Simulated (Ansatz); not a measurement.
YGa2:
```yaml
crystal:
  lattice:
    - [4.16144, 0.00000, 0.00000]
    - [-2.08072, 3.60391, 0.00000]
    - [0.00000, 0.00000, 4.04276]
  atoms:
    - { symbol: Ga, position: [0.33333, 0.66667, 0.50000] }
    - { symbol: Ga, position: [0.66667, 0.33333, 0.50000] }
    - { symbol: Y, position: [0.00000, 0.00000, 0.00000] }
```

This is the PBEsol-relaxed structure.

Question: All from the program Ansatz at the PBEsol level (PAW), unless another level is named. Predict the density of states at the Fermi level.

Answer: 0.40 states/eV per atom (mean over ±0.08 eV).

Question: What about the formation energy from the elements (no fitted shifts)?

Answer: -0.72 eV/atom.

Space group P6/mmm. The workflow started from an entry of the Crystallography Open Database (COD). Whether it is the stable phase at ambient conditions was not checked. Symmetry was held in the PBEsol relaxation; its stability against distortions is not shown here. The run is not spin-polarised. The references are the lowest solids computed at this level, not always the standard phases. Scalar-relativistic: spin–orbit coupling is off unless named, which matters more the heavier the elements.

Potentials: the later of the program's two PAW sets.
